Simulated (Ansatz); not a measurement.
**WS2 with Br replacing S: field gradients at two levels of theory**

Cell: a supercell of WS2 (space group P6_3/mmc) built from a structure deposited in the COD, with the ions relaxed around the defect (PBE).

Space group P3m1 (No. 156); a = 9.5400, c = 12.5000 Å, γ = 120.00°.

| site | Wyckoff | site symmetry | x | y | z |
| --- | --- | --- | --- | --- | --- |
| W1 | 1a | 3m. | 0.0000 | 0.0000 | 0.2492 |
| W2 | 6e | 1 | 0.9999 | 0.3333 | 0.2493 |
| W6 | 1b | 3m. | 0.3333 | 0.6667 | 0.2495 |
| W8 | 1c | 3m. | 0.6667 | 0.3333 | 0.2495 |
| W10 | 3d | .m. | 0.1140 | 0.8860 | 0.7512 |
| W12 | 3d | .m. | 0.1107 | 0.5554 | 0.7519 |
| W14 | 3d | .m. | 0.4413 | 0.2207 | 0.7518 |
| Br | 1a | 3m. | 0.0000 | 0.0000 | 0.6038 |
| S20 | 6e | 1 | 0.0003 | 0.3358 | 0.6252 |
| S24 | 1b | 3m. | 0.3333 | 0.6667 | 0.6262 |
| S26 | 1c | 3m. | 0.6667 | 0.3333 | 0.6275 |
| S28 | 3d | .m. | 0.1112 | 0.8888 | 0.1236 |
| S30 | 3d | .m. | 0.1112 | 0.5556 | 0.1238 |
| S32 | 3d | .m. | 0.4445 | 0.2222 | 0.1238 |
| S37 | 1a | 3m. | 0.0000 | 0.0000 | 0.8718 |
| S38 | 6e | 1 | 0.0013 | 0.3338 | 0.8781 |
| S42 | 1b | 3m. | 0.3333 | 0.6667 | 0.8779 |
| S44 | 1c | 3m. | 0.6667 | 0.3333 | 0.8762 |
| S46 | 3d | .m. | 0.1114 | 0.8886 | 0.3747 |
| S48 | 3d | .m. | 0.1109 | 0.5555 | 0.3751 |
| S50 | 3d | .m. | 0.4443 | 0.2222 | 0.3751 |

One atom of each set is listed.

First run. The numbers come from a DFT calculation in Ansatz (PBE, plane waves and PAW, scalar-relativistic, collinear spin, 420 eV cutoff, Γ-centred 3×3×2 k-points, Fermi–Dirac smearing 0.01 eV). Start moments as typed (μB): 1 on each Br, none on the rest.

```json
{"site": "W1", "V_zz (10²¹ V/m²)": "-16.48", "η": "0.00"}
{"site": "W2", "V_zz (10²¹ V/m²)": "-17.26", "η": "0.01"}
{"site": "W6", "V_zz (10²¹ V/m²)": "-16.73", "η": "0.00"}
{"site": "W8", "V_zz (10²¹ V/m²)": "-16.82", "η": "0.00"}
{"site": "W10", "V_zz (10²¹ V/m²)": "19.83", "η": "0.89"}
{"site": "W12", "V_zz (10²¹ V/m²)": "-16.77", "η": "0.07"}
{"site": "W14", "V_zz (10²¹ V/m²)": "-17.16", "η": "0.01"}
{"site": "Br", "V_zz (10²¹ V/m²)": "11.53", "η": "0.00"}
{"site": "S26", "V_zz (10²¹ V/m²)": "-5.09", "η": "0.00"}
{"site": "S30", "V_zz (10²¹ V/m²)": "-4.42", "η": "0.03"}
{"site": "S37", "V_zz (10²¹ V/m²)": "-4.17", "η": "0.00"}
{"site": "S38", "V_zz (10²¹ V/m²)": "-4.50", "η": "0.22"}
{"site": "S44", "V_zz (10²¹ V/m²)": "-5.00", "η": "0.00"}
{"site": "S46", "V_zz (10²¹ V/m²)": "-4.27", "η": "0.04"}
```

Second run. The same atoms and settings, except that the functional is r2SCAN and the cutoff is 500 eV.

**Question.** Given the first result, estimate the second.

**Answer.** 

```csv
site,V_zz,η,change of V_zz
W1,-16.39,0.00,+0.09
W2,-17.18,0.01,+0.08
W6,-16.63,0.00,+0.10
W8,-16.73,0.00,+0.09
W10,20.2,0.87,+0.35
W12,-16.73,0.06,+0.04
W14,-17.03,0.01,+0.13
Br,11.57,0.00,+0.04
S26,-5.15,0.00,-0.06
S30,-4.48,0.03,-0.06
S37,-4.17,0.00,0.00
S38,-4.56,0.22,-0.06
S44,-5.08,0.00,-0.08
S46,-4.36,0.04,-0.09
```

The largest change of V_zz is on W10, from 19.83 to 20.2. In per cent, |V_zz| changes by -1 to +2 on W, 0 on Br, 0 to +2 on S (all sites that start above 2). The table leaves out 7 of the 21 sites, with |V_zz| up to 4.53; their tensors move by 0.07 at most along any direction. The statements above cover all sites.

The defect repeats with the cell of 54 atoms, so it feels its images: sites between two images don't show the values beside a lone defect, and zeros or small values of η there can come from the images' arrangement. S and W carry a gradient in the pure host already, so the values there aren't the defect's effect alone. The relaxation keeps the site symmetry 3m of the start, so the impurity can move only along its axis; a distortion that would localise the partly filled state isn't explored. The defect cell has no gap above 0.1 eV on its mesh, so the values can hang on the smearing and the k-mesh. Without spin–orbit coupling the gradients at and beside W can be off by some per cent, at some sites by more. The start moments die out, and the run ends without spin.
For the second run: The program didn't check the stability of this electronic state in full, so a lower one may lie near.
